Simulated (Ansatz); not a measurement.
The relaxed structure here is a generated cell of WC: the first start was made by placing the elements on the sites of a structure type, and the end was not matched to a known phase here, so it may be hypothetical. Known forms of WC include space group No. 187.

One starting cell of WC (a generated cell, WC built in the NiAs structure type) was relaxed twice with Ansatz (plane waves, PAW, scalar-relativistic): with r2SCAN at 500 eV and with PBE at 420 eV. The r2SCAN result:

```
CELL_PARAMETERS angstrom
      2.90916     0.00000     0.00000
     -1.45458     2.51941     0.00000
      0.00000     0.00000     5.72839
ATOMIC_POSITIONS crystal
  W  0.00000 0.00000 0.00000
  W  0.00000 0.00000 0.50000
  C  0.33333 0.66667 0.25000
  C  0.66667 0.33333 0.75000
```

```
quantity                                           r2SCAN                PBE
--------------------------------------  -----------------  -----------------
space group                                       P6₃/mmc            P6₃/mmc
volume (Å³/atom)                                    10.50              10.60
a (Å)                                               2.909              2.918
c (Å)                                               5.728              5.752
gap (eV, no spin-orbit coupling)                     0.00               0.00
highest phonon at the sampled q (cm⁻¹)                710                695
softest mode (cm⁻¹)                     no imaginary mode  no imaginary mode
```

Both levels end in the same structure; PBE's volume is 1.0 % larger. Neither column is exact.

No spin polarisation in the result.

The run could not lose the symmetry of its start; a randomly shaken copy of 8 atoms returns to this structure.

All atoms sit on sites fixed by symmetry, so only the cell could relax.

Ansatz is a program for electronic structure.
